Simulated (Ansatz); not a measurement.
Property card for YP$_{2}$Pd$_{2}$

All numbers below come from DFT r2SCAN, scalar-relativistic, plane waves, PAW in Ansatz 0.2.0.

Settings: cutoff 500 eV, Γ-centred mesh 12×12×12 on the computed 5-atom cell, Gaussian smearing of 0.10 eV; no spin polarisation.

The structure is relaxed at this level of theory with its symmetry kept. Whether it is the stable form of this composition wasn't checked.

It takes space group I4/mmm (No. 139, tetragonal). The conventional cell has a = 4.079 Å, b = 4.079 Å, c = 9.883 Å, α = 90.00°, β = 90.00°, γ = 90.00°. Y (site symmetry 4/mmm) has 8 P at 3.08 Å and 8 Pd at 3.20 Å as nearest neighbours. Around P (site symmetry 4mm) lie 1 P at 2.19 Å and 4 Pd at 2.46 Å. Pd (site symmetry -4m2) is surrounded by 4 P at 2.46 Å.

| Quantity | Value |
| --- | --- |
| Volume per atom | 16.44 Å³ |
| Generalised Kohn–Sham band gap | none (metal) |
| Density of states at the Fermi level | 1.18 states/eV per cell |
| Löwdin character within 0.5 eV of the Fermi level | P 3p 34 %, Pd 4d 30 %, Y 4d 25 %, unprojected 6 % |
| Bulk modulus | 142 GPa |
| Its pressure derivative | 4.8 |
| Bader charges (e) | Y (1 in the cell) 1.80, P (2 in the cell) -0.58, Pd (2 in the cell) -0.31 |

Cost: 6 runs of about 25 core-minutes in all, on Arm Neoverse V1 (shared hosts).